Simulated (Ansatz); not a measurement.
CsAs₃Ir₄: input and output

input.yaml (Ansatz 0.2.0)

```yaml
crystal:
  lattice:
    - [4.200345, 0.0, 0.0]
    - [0.0, 4.200345, 0.0]
    - [0.0, 0.0, 10.625246]
  atoms:
    - { symbol: Cs, position: [0.0, 0.0, 0.5] }
    - { symbol: Ir, position: [0.0, 0.5, 0.15487] }
    - { symbol: Ir, position: [0.5, 0.0, 0.15487] }
    - { symbol: Ir, position: [0.0, 0.5, 0.84513] }
    - { symbol: Ir, position: [0.5, 0.0, 0.84513] }
    - { symbol: As, position: [0.5, 0.5, 0.28373] }
    - { symbol: As, position: [0.5, 0.5, 0.71627] }
    - { symbol: As, position: [0.0, 0.0, 0.0] }
  symmetry: { tolerance: 0.0003 }
kpoints:
  mp_grid: { grid: [8, 8, 4], shift: [0, 0, 0] }
  band_path:
    path:
      - [0.0, 0.0, 0.0]
      - [0.0, 0.5, 0.0]
      - [0.5, 0.5, 0.0]
      - [0.0, 0.0, 0.0]
      - [0.0, 0.0, 0.5]
      - [0.0, 0.5, 0.5]
      - [0.5, 0.5, 0.5]
      - [0.0, 0.0, 0.5]
      - [0.0, 0.5, 0.0]
      - [0.0, 0.5, 0.5]
      - [0.5, 0.5, 0.0]
    npoints: 6
magnetization:
  spin_polarized: false
scf:
  occupations: { method: fermi_dirac }
  lower_state_search: "off"
  max_iter: 200
hamiltonian:
  pseudopotentials: { kind: paw }
  xc: pbe
basis:
  ecutwfc: 420
  fft_grid_basis: typed
output:
  forces: true
  stress: true
  eigenvalues: true
  bader: true
  populations: true
  elf: true
  write_potential: true
  volumetric_format: npy
  dos:
    e_range: [-12, 8]
    de: 0.05
    projected: { site_lists: { As: [As], Cs: [Cs], Ir: [Ir] } }
checkpoint:
  read: saved_state
```

The run starts from an earlier solution of this cell. 

Output (shortened):

```
Pseudopotentials: kind: paw
Pseudopotential: Cs, paw, valence charge 9, recommended cutoff 420 eV (normal), Cs.paw.azcp
Pseudopotential: Ir, paw, valence charge 17, recommended cutoff 420 eV (normal), Ir.paw.azcp
Pseudopotential: As, paw, valence charge 15, recommended cutoff 420 eV (normal), As.paw.azcp
Functional definition: PBE
  exchange = pbe_x(kappa = kappa, mu = beta*pi^2/3)
  correlation = pbe_c(beta = beta)
Crystal: 8 atoms, lattice volume = 187.460 Å³
Basis set: ecut = 420 eV, 3631 PW (Γ), exchange–correlation on 60×60×144 points (8 copies of the dense FFT grid, shifted against one another)
Bands: 74, of which v1, the nominal top of the filled ones, is band 61 counted from 1 (60 counted from 0)
Symmetry: 16 space group operations
Space group: P4/mmm (ITA 123), of the structure as read, at distance tolerance 1.7e-3 Å
k-points: 45 of 256
Initial density: read from a saved state, or passed on in memory by an earlier SCF of this step, an earlier step, the calling program or the single point that the run made first
Functional: x = pbe(κ = 0.804, μ = 0.2195), c = pbe(β = 0.0667)
SCF iter   1: F=—  Δρ=1.75e-3  dr2=1.03e-2
SCF iter   2: F=—  Δρ=7.12e-4  dr2=8.43e-4
SCF iter   3: F=—  Δρ=2.64e-4  dr2=3.48e-4
SCF iter   4: F=—  Δρ=1.15e-4  dr2=3.42e-5
SCF iter   5: F=—  Δρ=2.01e-5  dr2=2.53e-6
SCF iter   6: F=-67981.4109 eV  Δρ=4.16e-6  dr2=3.95e-8
Free energy (F): -67981.4109 eV
Harris-Foulkes:  -67981.4109 eV  (|F-HF|=2.78e-9)
Internal energy: -67981.2198 eV  (E = F + TS)
E sigma→0 (E₀):  -67981.3153 eV
Entropy (-TS):   -0.1911 eV (-23.887 meV/atom)
Fermi energy:    12.2142 eV
--- Per-component energies (eV) ---
  E_band       = -1772.5651
  E_kinetic    = 2935.5351
  E_local      = -19857.6733  (includes V_loc(G=0)·N_el)
  E_nonlocal   = -1682.8946
  E_hartree    = 9324.7010
  E_xc         = -1476.0606
  E_vxc        = -1554.1803  (∫ρ·V_xc dr)
  E_paw        = -47472.3087  (= ΣΔE_a)
  E_vpaw       = -262.7757  (= ΣTr[D̂ρ^β])
  E_aug_tail   = 0.0003  (compensation charges beyond the density's cutoff)
  E_ewald      = -9752.5189
  E_smearing   = -0.1911  (= −TS)
--- Stress (GPa, compression-positive) ---
      -11.6108       0.0000       0.0000
        0.0000     -11.6108       0.0000
        0.0000       0.0000      -8.0782
  P = ⅓ Tr σ = -10.4333 GPa (-104.333 kbar)
```

Origin: a known structure type with other elements, at an estimated volume, so it need not be a known compound. Caveats: many states at the Fermi level without spin polarisation, so a magnetic state may lie lower.
